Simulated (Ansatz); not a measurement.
Values for one crystal, relaxed and computed with DFT-r²SCAN in the program Ansatz with PAW potentials; other levels are named.

| Item | Result |
|---|---|
| Volume per atom | 15.03 Å³ |
| Electronic character | metallic (no gap) |
| Bulk modulus (Birch–Murnaghan fit) | 163 GPa |
| Density of states at the Fermi level | 0.20 states/eV per atom (mean over ±0.08 eV) |
| Formation energy from the elements (no fitted shifts) | -0.53 eV/atom |
| Pressure derivative B′ | 5.0 |

### Question
Which compound is it?
(A) MnGe, rock salt
(B) EuSi2Rh2, I4/mmm (Eu on 2a, Si on 4e, Rh on 4d)
(C) GePd2, P-62m (Ge on 2c, Ge on 1b, Pd on 3g, Pd on 3f)
(D) LuSb, rock salt

### Answer
C, GePd2, P-62m (Ge on 2c, Ge on 1b, Pd on 3g, Pd on 3f)

The workflow started from a Materials Project entry (that database holds measured and hypothetical structures alike); the Crystallography Open Database copy checked does not list it. Its standing as an ambient phase is unchecked. The r²SCAN relaxation kept the symmetry of its start; whether a distortion lowers the energy is not shown. No spin polarisation was allowed. The references are the lowest solids computed at this level, not always the standard phases. Scalar-relativistic: spin–orbit coupling is off unless named, which matters more the heavier the elements.

Potentials: the later of the program's two PAW sets.
